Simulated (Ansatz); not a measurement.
An Ansatz (a program for electronic structure) input:

Ansatz 0.2 input:
```yaml
crystal:
  lattice:
    - [3.2613316354, 0.0, 0.0]
    - [-1.6306658177, 2.8243960464, 0.0]
    - [0.0, 0.0, 14.7959087108]
  atoms:
    - { symbol: Zr, position: [0.6666666667, 0.3333333333, 0.9162176207] }
    - { symbol: Zr, position: [0.3333333333, 0.6666666667, 0.0837823793] }
    - { symbol: Zr, position: [0.3333333333, 0.6666666667, 0.4162176207] }
    - { symbol: Zr, position: [0.6666666667, 0.3333333333, 0.5837823793] }
    - { symbol: In, position: [0.6666666667, 0.3333333333, 0.25] }
    - { symbol: In, position: [0.3333333333, 0.6666666667, 0.75] }
    - { symbol: N, position: [0.0, 0.0, 0.0] }
    - { symbol: N, position: [0.0, 0.0, 0.5] }
kpoints:
  mp_grid: { grid: [11, 11, 2] }
  band_path:
    path:
      - [[0.0, 0.0, 0.0], [0.5, 0.0, 0.0], [0.3333333333, 0.3333333333, 0.0], [0.0, 0.0, 0.0], [0.0, 0.0, 0.5], [0.5, 0.0, 0.5], [0.3333333333, 0.3333333333, 0.5], [0.0, 0.0, 0.5]]  # Γ-M-K-Γ-A-L-H-A
      - [[0.5, 0.0, 0.5], [0.5, 0.0, 0.0]]  # L-M
      - [[0.3333333333, 0.3333333333, 0.5], [0.3333333333, 0.3333333333, 0.0]]  # H-K
    npoints: 8
basis: { xc_grid: 2 }
hamiltonian:
  xc: pbesol
  pseudopotentials: { kind: paw }
magnetization: { noncollinear: true, spin_orbit: true }
scf:
  n_extra_bands: 16
  convergence: { dr2_threshold: 0.0000000001 }
  occupations: { method: gaussian, width: 0.05 }
output: { eigenvalues: true }
```

### Question
How many symmetry operations and irreducible k-points will the run report?

### Answer
24 operations, 32 of 242 k-points.

### Question
With a cutoff of 420 eV, how many plane waves at Γ?

### Answer
2701.

It took roughly 5 core-minutes on shared server cores.

Space group P6_3/mmc. The first step of the workflow began from a Materials Project structure, measured or hypothetical; the Crystallography Open Database copy checked does not list it. Whether it is the stable phase at ambient conditions was not checked. Symmetry was held in the PBEsol relaxation; of distortions, only those at the zone centre were tested. The run is not spin-polarised.

Potentials: the later of the program's two PAW sets.

Ansatz is a plane-wave DFT program.
